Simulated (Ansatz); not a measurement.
# HfSc: course of a relaxation

The calculation used DFT r2SCAN, scalar-relativistic, plane waves, PAW in Ansatz 0.2.0. Run with 500 eV cutoff, 15×15×8 k-mesh, Gaussian smearing of 0.10 eV, no spin polarisation.

What was changed: biaxial strain in the a-b plane, c and atoms relaxed: -6.0 %.

Spin–orbit coupling is left out, which can shift energies with elements as heavy as these.

Input:

```yaml
crystal:
  lattice:
    - [3.0479070323, 0.0, 0.0]
    - [-1.5239535162, 2.6395649184, 0.0]
    - [0.0, 0.0, 5.2784025509]
  atoms:
    - { symbol: Hf, position: [0.6666666667, 0.3333333333, 0.5] }
    - { symbol: Sc, position: [0.3333333333, 0.6666666667, 0.0] }
basis:
  ecutwfc: 500
kpoints:
  mp_grid: { grid: [15, 15, 8] }
hamiltonian:
  xc: r2scan
scf:
  occupations: { method: gaussian, width: 0.1 }
output:
  forces: true
  stress: true
  eigenvalues: true
relax:
  adjacent_minimum: "off"
  f_tol: 0.008
  max_steps: 40
  cell: { stress_tol: 0.05, fix: [a, b, gamma] }
```

F is the free energy. Steps run on the plane waves of an earlier cell, but the last one, and at times one on the way, on a freshly chosen basis, so a repeated geometry can differ a little in energy. The held parts of the cell keep their stress, so P needn't end at zero.

Steps:

```csv
step,F − F(1) (eV),largest force component (eV/Å),V (Å³/atom),P (GPa)
1,0.0000,0.000,21.233,8.66
2,-0.0018,0.000,21.706,6.37
3,-0.0039,0.000,21.509,7.31
4,-0.0041,0.000,21.509,7.31
```

Relaxed structure:

```yaml
crystal:
  lattice:
    - [3.04791, 0.00000, 0.00000]
    - [-1.52395, 2.63956, 0.00000]
    - [0.00000, 0.00000, 5.34700]
  atoms:
    - { symbol: Hf, position: [0.66667, 0.33333, 0.50000] }
    - { symbol: Sc, position: [0.33333, 0.66667, 0.00000] }
```

Symmetry: P-6m2, No. 187, hexagonal system. Conventional cell: a = 3.048 Å, b = 3.048 Å, c = 5.347 Å, α = 90.00°, β = 90.00°, γ = 120.00°. Hf (site symmetry -6m2) has 6 Hf at 3.05 Å and 6 Sc at 3.20 Å as nearest neighbours. Sc (site symmetry -6m2) is surrounded by 6 Sc at 3.05 Å and 6 Hf at 3.20 Å.

The run converged. The run took of the order of 70 core-seconds.